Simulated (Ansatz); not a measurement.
SrNbO₂F:
```cif
data_FNbO2Sr
_chemical_formula_sum 'Sr1 Nb1 O2 F1'
_space_group_name_H-M_alt 'P4/mmm'
_space_group_IT_number 123
_space_group_name_Hall '-P 4 2'
_cell_length_a 4.05119
_cell_length_b 4.05119
_cell_length_c 4.19561
_cell_angle_alpha 90.000
_cell_angle_beta 90.000
_cell_angle_gamma 90.000
loop_
_atom_site_label
_atom_site_type_symbol
_atom_site_symmetry_multiplicity
_atom_site_Wyckoff_symbol
_atom_site_fract_x
_atom_site_fract_y
_atom_site_fract_z
_atom_site_occupancy
Sr1 Sr 1 d 0.50000 0.50000 0.50000 1
Nb1 Nb 1 a 0.00000 0.00000 0.00000 1
O1 O 2 f 0.00000 0.50000 0.00000 1
F1 F 1 b 0.00000 0.00000 0.50000 1
```

Relaxed with PBEsol.

Q: Decompose the optical modes at the zone centre into irreducible representations, and say which are infrared and Raman allowed.

A: Point group 4/mmm: Γ_opt = 3A2u + B2u + 4Eu. Infrared: A2u, Eu. Raman: none.

Q: Assign frequencies (DFPT, PBEsol in the plane-wave PAW code Ansatz).

A: A2u 74i, Eu 54, Eu 107, B2u 282, Eu 330, A2u 371, A2u 565, Eu 594 cm⁻¹.

Subscripts of B labels follow the axes of the standard setting.

The start of the workflow was typed in or built on a structure type; neither database checked (COD, Materials Project) lists it. Whether it is the stable phase at ambient conditions was not checked. The cell was relaxed with PBEsol under the symmetry of its start. At this level the phase is dynamically unstable (imaginary phonons). The workflow began spin-polarised and lost its moments. The cell computed holds one magnetic atom, so no antiferromagnetic order was within reach. As this level gives no gap, phonon frequencies hold no LO–TO term and depend on the k-mesh and smearing (Fermi–Dirac, 0.1 eV here).

Potentials: the earlier of the program's two PAW sets. The files were generated under PBE; for other functionals the program regenerates the frozen cores, and for LDA and PBEsol the local potential too.
